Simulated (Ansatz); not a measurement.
Mg₂Si:
```yaml
crystal:
  lattice:
    - [4.09768, 0.00000, 0.00000]
    - [0.00000, 4.09768, 0.00000]
    - [0.00000, 0.00000, 6.83203]
  atoms:
    - { symbol: Mg, position: [0.50000, 0.50000, 0.00000] }
    - { symbol: Mg, position: [0.00000, 0.00000, 0.00000] }
    - { symbol: Mg, position: [0.50000, 0.00000, 0.35758] }
    - { symbol: Mg, position: [0.00000, 0.50000, 0.64242] }
    - { symbol: Si, position: [0.50000, 0.00000, 0.74466] }
    - { symbol: Si, position: [0.00000, 0.50000, 0.25534] }
```

Relaxed with LDA. Special points in fractions of this cell's reciprocal vectors: Γ (0.000, 0.000, 0.000); X (0.000, 0.500, 0.000); M (0.500, 0.500, 0.000); Z (0.000, 0.000, 0.500); R (0.000, 0.500, 0.500); A (0.500, 0.500, 0.500).

Question: List the band energies nearest the Fermi level at these points for plane-wave PAW LDA (Ansatz code).

Answer: In eV from the Fermi level; about four levels below and three above (degenerate sets whole), none deeper than 8.9 eV; points with the same levels are listed once.

```
k                    below                above
-  -----------------------  -------------------
Γ  -1.38 -1.38 -0.44 -0.15       0.24 0.24 1.57
X  -4.39 -4.39 -3.17 -3.17  0.03 0.03 2.47 2.47
M  -2.23 -2.23 -1.22 -1.22  0.37 0.37 6.56 6.56
Z  -0.99 -0.99 -0.56 -0.56       0.17 1.42 2.34
R  -5.31 -5.31 -1.22 -1.22  0.11 0.11 0.78 0.78
A  -3.32 -3.32 -3.10 -3.10  0.74 0.74 2.83 2.83
```

Space group P4/nmm. The first step of the workflow began from a Materials Project structure, measured or hypothetical; the Crystallography Open Database copy checked does not list it. It is not the phase usual at ambient conditions (space group No. 225). Symmetry was held in the LDA relaxation; of distortions, only those at the zone centre were tested.

Potentials: the later of the program's two PAW sets.
